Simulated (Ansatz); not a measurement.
## Bi (Im-3m), clamped-ion strain scan

Theory: DFT PBEsol, scalar-relativistic, plane waves, PAW (Ansatz 0.2.0). Cutoff 420 eV, Γ-centred 18×18×18 k-points, Gaussian smearing of 0.15 eV. Spin–orbit coupling is left out, which can shift energies with elements as heavy as these. No spin polarisation. Energies are free energies at this smearing, counted from the undisturbed cell; pressure is positive in compression.

The undisturbed cell (as given, not relaxed at this level; it stands at -1.9 GPa; this bcc form isn't the usual structure):

```
Bi
1.0
    -1.98143    1.98143    1.98143
     1.98143   -1.98143    1.98143
     1.98143    1.98143   -1.98143
Bi
1
Direct
  0.00000 0.00000 0.00000
```

The cell is strained by ε times the Voigt pattern (0, 0, 0, 0, 1, 0) (xx, yy, zz, yz, xz, xy; engineering shear) with fractional coordinates fixed. The cell is metallic on the mesh throughout.

(ε, ΔE (meV/atom)): (-0.0600, 6.9), (-0.0300, 1.5), (0.0000, 0.0), (0.0150, 0.3), (0.0225, 0.8), (0.0375, 2.4), (0.0450, 3.6), (0.0525, 5.1)

By symmetry 0.0600 repeats -0.0600, -0.0450 repeats 0.0450, 0.0300 repeats -0.0300, -0.0150 repeats 0.0150 in energy, with the opposite slope along the path.